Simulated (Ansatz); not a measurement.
## Phases of Zn at 350 GPa

Structure types of Zn are relaxed in primitive cells with their symmetry kept at 350 GPa, first on PAW files, then by LAPW. The enthalpy is E + pV at zero temperature, without zero-point motion. Only the types listed were tried, and differences under about 5 meV/atom are mesh noise.

All numbers are PBEsol results (scalar-relativistic) from Ansatz 0.2.0, with Fermi–Dirac smearing of 0.08 eV, no spin polarisation. Methods: LAPW: all electrons, basis error target 0.5 meV/atom; PAW: frozen-core files, cutoff 420 eV.

k meshes: fcc 22×22×22, bcc 22×22×22, hcp 20×20×11, simple hexagonal 21×21×19, sc 19×19×19, omega 11×11×15.

The PAW files were made under PBE.

**Question.** Which type is lowest in enthalpy, and by how much?

**Answer.** hcp, 78 meV/atom below fcc. The whole table:

```tsv
start type	ends as	a, b, c (Å)	V (Å³/atom)	H − H(lowest), LAPW (meV/atom)	same, PAW
fcc	fcc, Fm-3m	3.044, 3.044, 3.044	7.05	77.6	77.8
bcc	bcc, Im-3m	2.418, 2.418, 2.418	7.07	224.6	224.3
hcp	hcp, P6_3/mmc	2.166, 2.166, 3.470	7.05	0.0	0.0
simple hexagonal	simple hexagonal, P6/mmm	2.055, 2.055, 2.015	7.37	1373.8	1371.3
sc	sc, Pm-3m	1.965, 1.965, 1.965	7.59	2283.5	2277.8
omega	omega, P6/mmm	3.441, 3.441, 2.083	7.12	402.9	403.4
```

**Question.** Split the lead of hcp over fcc into energy and pV.

**Answer.** For fcc less hcp: ΔE = +70.0 meV/atom, and p·ΔV = 350 GPa × +0.0035 Å³ × 6.242 meV/(GPa·Å³) = +7.6 meV/atom, together 77.6 meV/atom. hcp wins on both counts.
